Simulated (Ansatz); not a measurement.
**LaAsRh, a database entry at a rescaled volume**

```yaml
crystal:
  lattice:
    - [0.00000, 4.23293, 0.00000]
    - [4.23293, 0.00000, 0.00000]
    - [2.11647, 2.11647, -7.55700]
  atoms:
    - { symbol: As, position: [0.00000, 0.00000, 0.00000] }
    - { symbol: As, position: [0.75000, 0.25000, 0.50000] }
    - { symbol: Rh, position: [0.16511, 0.16511, 0.66978] }
    - { symbol: Rh, position: [0.91511, 0.41511, 0.16978] }
    - { symbol: La, position: [0.58080, 0.58080, 0.83840] }
    - { symbol: La, position: [0.33080, 0.83080, 0.33840] }
```

Single point in Ansatz 0.2.0 with r2SCAN, no spin polarisation. Cutoff 500 eV, PAW datasets, 8×8×8 Γ-centred k mesh, fermi-dirac filling (width 0.1 eV).

Task: Which element gives electrons and which takes them?

Result: Bader charges in e: La +1.63, As -0.83, Rh -0.79. In the mean La gives up most and As takes most.

Task: Is there a gap?

Result: It is a metal, with about 3.4 states/eV a cell as the mean within 0.25 eV of the Fermi level, mostly Rh d (39 %), As p (25 %) and La d (24 %).

Task: Are the atoms at rest?

Result: Nearly at rest: the largest force is 0.025 eV/Å.

Task: What do density and ELF say about some of the short contacts?

Result: As–Rh at 2.48 Å: least valence density 0.51 e/Å³ and ELF 0.37 there. La–As at 3.23 Å: least valence density 0.16 e/Å³ and ELF 0.14 there. La–Rh at 3.25 Å: least valence density 0.17 e/Å³ and ELF 0.17 there. These are pseudo-fields; inside the PAW spheres they differ from the all-electron ones.

Task: Is it stable against the elements?

Result: -1.28 eV an atom against the elements' usual phases (free molecules for gases, crystals otherwise, with no correction for O₂ or N₂), so it is bound against them; other compounds may still compete. Relaxing would lower it.

Origin: a database entry at a rescaled volume. Caveats: f levels without a U or exact exchange are poorly placed.
